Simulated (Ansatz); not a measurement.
# What DFT gives for Nb$_{3}$Pb

```xyz
8
Lattice="5.2868 0.0000 0.0000 0.0000 5.2868 0.0000 0.0000 0.0000 5.2868" Properties=species:S:1:pos:R:3 pbc="T T T"
Nb    1.3217    0.0000    2.6434
Nb    2.6434    3.9651    0.0000
Nb    3.9651    0.0000    2.6434
Nb    2.6434    1.3217    0.0000
Nb    0.0000    2.6434    3.9651
Nb    0.0000    2.6434    1.3217
Pb    0.0000    0.0000    0.0000
Pb    2.6434    2.6434    2.6434
```

Level: PBE, no spin polarisation; 420 eV; 7×7×7 Γ-centred mesh; fermi-dirac occupations (width 0.1 eV); Ansatz 0.2.0, fixed geometry.

**Question.** Metal or insulator?

**Answer.** It is a metal, with about 10 states/eV a cell as the mean within 0.25 eV of the Fermi level, mostly Nb d (85 %).

**Question.** Is it stable against the elements?

**Answer.** 0.13 eV an atom against the elements' usual phases (free molecules for gases, crystals otherwise, with no correction for O₂ or N₂), so at this geometry it isn't bound against them. Relaxing would lower it.

**Question.** Describe some of the short contacts.

**Answer.** Nb–Nb at 2.64 Å: least valence density 0.44 e/Å³ and ELF 0.32 there. Nb–Pb at 2.96 Å: least valence density 0.24 e/Å³ and ELF 0.20 there. These are pseudo-fields; inside the PAW spheres they differ from the all-electron ones.

**Question.** How is the charge shared?

**Answer.** Bader charges in e: Nb +0.29, Pb -0.87. In the mean Nb gives up most and Pb takes most.

**Question.** What does the stress say?

**Answer.** The pressure is 8.3 GPa (compression positive), so with the atoms held at these fractions the cell would first expand.

Origin: a database entry at a rescaled volume. Caveats: many states at the Fermi level without spin polarisation, so a magnetic state may lie lower.
